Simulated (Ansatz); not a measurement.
CO3, all-electron reference calculation

This is model CO3 in a small cell holding one bonded unit, strained and with atoms displaced.

Level of theory: DFT, PBE, all-electron full-potential LAPW, scalar-relativistic, point nucleus in Ansatz. k-points 2×2×2 (shift 0.5, 0.5, 0.5 mesh steps), Fermi–Dirac smearing of 0.15 eV. The mesh is coarse, so the numbers hold for this sampling and aren't converged over the zone. In metals such a mesh can move stress, forces and moments by their own size. Spin-restricted. Holes or spare electrons on the non-metal atoms can carry spin, which this run forbids. Labels count atoms in the order given.

```
CELL_PARAMETERS angstrom
0.02849 2.79833 2.75779
3.11857 -0.07963 2.86591
3.06235 2.85024 -0.02341
ATOMIC_POSITIONS crystal
C 0.08623 0.13147 0.46474
O 0.23513 0.79846 0.69865
O 0.93333 0.10373 0.26971
O 0.82881 0.38538 0.60593
```

```
atom  Fx (eV/Å)  Fy (eV/Å)  Fz (eV/Å)
  C1      0.040     -1.064     -5.691
  O2      0.090      0.484      2.042
  O3     -1.172     -0.443      1.543
  O4      1.042      1.022      2.105
```

Stress tensor (GPa, compression positive):
```
15.71  0.09  2.33
 0.09 11.05 -0.04
 2.33 -0.04 -3.62
```

The all-electron E − TS, for this scheme is -7174.559 eV, the pressure is 7.71 GPa and the largest force is 5.789 eV/Å.

Problem. Switch to PBE (spin-polarised), all else held. Spin-polarised from the start moments 0, 2, 2, 2 μB (atoms as listed), with no search for lower states.

Solution. Against PBE without spin, the pressure increases by 1.60 GPa to 9.31 GPa, and the forces move by 0.623 eV/Å (r.m.s. over the atoms). The free energy drops by 31.3 meV an atom. The total moment is 1.78 μB, the absolute moment is 1.90 μB and the moment inside the atomic spheres is C1 -0.02, O2 0.38, O3 0.54, O4 0.41 μB.

Forces in eV/Å:
```
C1    0.302 -0.532 -4.893
O2   -0.073  0.542  1.626
O3   -1.376 -0.670  1.189
O4    1.147  0.660  2.078
```
